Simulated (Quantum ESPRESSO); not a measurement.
## Band energies of SnS

```xyz
4
Lattice="2.0452 -5.8981 0.0000 2.0452 5.8981 0.0000 0.0000 0.0000 4.0903" Properties=species:S:1:pos:R:3 pbc="T T T"
S      2.0452    -1.8151     1.0226
S      2.0452     1.8151     3.0677
Sn     2.0452    -4.3856     1.0226
Sn     2.0452     4.3856     3.0677
```

PBEsol (Quantum ESPRESSO, PseudoDojo norm-conserving, 72 Ry, without SOC); path ΓXSRAZΓYX1A1TY,ZT; energies in eV from the valence-band maximum.

```csv
k (1/Å),point,band 16,band 17,band 18,band 19,band 20,band 21,band 22,band 23
0.00,Γ,-3.75,-3.51,-2.41,-2.05,-0.58,3.44,4.01,4.14
0.54,,-2.86,-2.29,-1.76,-0.74,-0.43,0.77,2.54,2.59
0.86,X,-2.28,-2.24,-2.03,-1.41,0.00,1.13,1.43,1.91
1.14,S,-2.97,-2.19,-2.06,-0.97,-0.20,1.36,1.39,1.60
1.25,,-2.97,-2.50,-2.15,-0.91,-0.46,1.21,1.45,2.31
1.91,R,-5.39,-3.95,-3.95,-2.03,-2.03,2.60,2.60,4.44
2.19,A,-5.45,-3.54,-3.54,-2.03,-2.03,2.52,2.52,4.50
2.62,,-4.41,-2.99,-2.99,-2.60,-2.60,3.22,3.22,3.84
3.05,Z,-3.65,-2.10,-2.10,-0.49,-0.49,1.07,1.07,1.90
3.27,,-3.04,-2.64,-1.94,-0.97,-0.68,1.58,1.87,1.93
3.82,Γ,-3.75,-3.51,-2.41,-2.05,-0.58,3.44,4.01,4.14
3.93,,-3.73,-3.54,-2.37,-2.08,-0.58,3.40,3.70,4.05
4.35,Y,-3.50,-2.53,-2.40,-2.07,-0.65,0.28,3.53,3.68
4.55,,-3.38,-2.70,-2.31,-1.54,-0.85,0.45,3.16,3.73
5.03,X1,-2.28,-2.24,-2.03,-1.41,0.00,1.13,1.43,1.91
5.12,,-2.48,-2.34,-2.14,-1.20,-0.36,1.25,1.55,1.93
5.70,,-5.18,-3.71,-3.23,-2.12,-1.95,2.09,2.96,4.52
5.80,A1,-5.45,-3.54,-3.54,-2.03,-2.03,2.52,2.52,4.50
6.28,,-3.19,-2.04,-2.04,-0.74,-0.74,0.95,0.95,3.13
6.47,T,-2.19,-2.16,-2.16,-1.08,-1.08,1.79,1.79,2.32
6.81,,-2.92,-2.62,-1.83,-0.96,-0.28,0.92,1.12,2.71
7.24,Y,-3.50,-2.53,-2.40,-2.07,-0.65,0.28,3.53,3.68
7.24,Z,-3.65,-2.10,-2.10,-0.49,-0.49,1.07,1.07,1.90
7.77,T,-2.19,-2.16,-2.16,-1.08,-1.08,1.79,1.79,2.32
```

The PBEsol gap is indirect, 0.28 eV, from X to Y; the smallest direct gap is 0.67 eV.

Spin-orbit splittings are left out.

Geometry of the Materials Project entry, not relaxed at this level.

This is not the ordinary phase of the substance.

Letters of k points follow the standard setting of the lattice, whose axes may be ordered differently from the printed cell.
